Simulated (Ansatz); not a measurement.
AlN:
Space group P6₃mc (No. 186); a = b = 3.1066 Å, c = 4.9786 Å, α = β = 90.00°, γ = 120.00°

| atom | site | symmetry | x | y | z |
|---|---|---|---|---|---|
| Al | 2b | 3m. | 0.6667 | 0.3333 | 0.0034 |
| N | 2b | 3m. | 0.3333 | 0.6667 | 0.1218 |

Relaxed with r²SCAN.

Task: Which orbitals make up the states near the band edges in DFT-r²SCAN in the program Ansatz with PAW potentials?

Result: Top 1 eV of the valence band: N 2p 91 %, Al 3p 7 %. Bottom 1 eV of the conduction band: Al 3p 37 %, N 2s 29 %, Al 3s 19 %, N 2p 6 %, outside the projected shells 9 %. Projections are on Löwdin-orthogonalised atomic valence shells; empty p or d shells of many metals are not among them.

Task: Tabulate the density of states.

Result: States/eV per cell of 4 atoms, in 0.25 eV bins, energy from the valence-band maximum.

```
E (eV)  total  N 2p  Al 3p  Al 3s
------  -----  ----  -----  -----
-7.85    0.00  0.00   0.00   0.00
-7.60    0.00  0.00   0.00   0.00
-7.35    0.00  0.00   0.00   0.00
-7.10    0.00  0.00   0.00   0.00
-6.85    0.00  0.00   0.00   0.00
-6.60    0.00  0.00   0.00   0.00
-6.35    0.00  0.00   0.00   0.00
-6.10    0.01  0.00   0.00   0.00
-5.85    0.15  0.09   0.03   0.02
-5.60    0.98  0.61   0.19   0.15
-5.35    1.65  1.05   0.31   0.25
-5.10    2.46  1.60   0.44   0.36
-4.85    3.06  1.99   0.55   0.40
-4.60    1.68  1.12   0.24   0.23
-4.35    1.41  0.96   0.18   0.18
-4.10    1.81  1.24   0.25   0.21
-3.85    0.91  0.62   0.14   0.08
-3.60    1.20  0.84   0.19   0.10
-3.35    1.73  1.24   0.29   0.14
-3.10    1.49  1.09   0.23   0.10
-2.85    1.67  1.25   0.26   0.10
-2.60    1.93  1.47   0.30   0.10
-2.35    2.00  1.56   0.30   0.09
-2.10    2.45  1.95   0.36   0.08
-1.85    2.67  2.18   0.37   0.07
-1.60    2.80  2.32   0.36   0.07
-1.35    3.53  2.99   0.40   0.07
-1.10    3.75  3.27   0.36   0.04
-0.85    4.68  4.19   0.38   0.03
-0.60    2.44  2.25   0.13   0.01
-0.35    1.33  1.25   0.04   0.00
-0.10    0.21  0.20   0.00   0.00
0.15     0.00  0.00   0.00   0.00
0.40     0.00  0.00   0.00   0.00
0.65     0.00  0.00   0.00   0.00
0.90     0.00  0.00   0.00   0.00
1.15     0.00  0.00   0.00   0.00
1.40     0.00  0.00   0.00   0.00
1.65     0.00  0.00   0.00   0.00
1.90     0.00  0.00   0.00   0.00
2.15     0.00  0.00   0.00   0.00
2.40     0.00  0.00   0.00   0.00
2.65     0.00  0.00   0.00   0.00
2.90     0.00  0.00   0.00   0.00
3.15     0.00  0.00   0.00   0.00
3.40     0.00  0.00   0.00   0.00
3.65     0.00  0.00   0.00   0.00
3.90     0.00  0.00   0.00   0.00
4.15     0.00  0.00   0.00   0.00
4.40     0.00  0.00   0.00   0.00
4.65     0.00  0.00   0.00   0.00
4.90     0.00  0.00   0.00   0.00
5.15     0.02  0.00   0.00   0.01
5.40     0.04  0.00   0.01   0.02
5.65     0.10  0.01   0.03   0.02
5.90     0.58  0.04   0.31   0.04
6.15     1.06  0.10   0.58   0.06
6.40     1.51  0.16   0.83   0.08
6.65     1.74  0.19   0.92   0.10
6.90     2.20  0.26   1.15   0.12
7.15     2.03  0.27   1.06   0.10
7.40     1.59  0.24   0.83   0.07
7.65     1.18  0.18   0.60   0.07
7.90     1.29  0.20   0.63   0.08
8.15     0.96  0.16   0.46   0.07
8.40     0.77  0.13   0.36   0.07
8.65     0.66  0.10   0.29   0.08
8.90     0.51  0.09   0.20   0.09
9.15     0.84  0.11   0.26   0.21
9.40     1.52  0.20   0.54   0.32
9.65     1.98  0.26   0.81   0.34
```

Space group P6_3mc (wurtzite). The cell was relaxed with r²SCAN under the symmetry of its start; phonons on a q-mesh show no instability.

Potentials: the later of the program's two PAW sets.
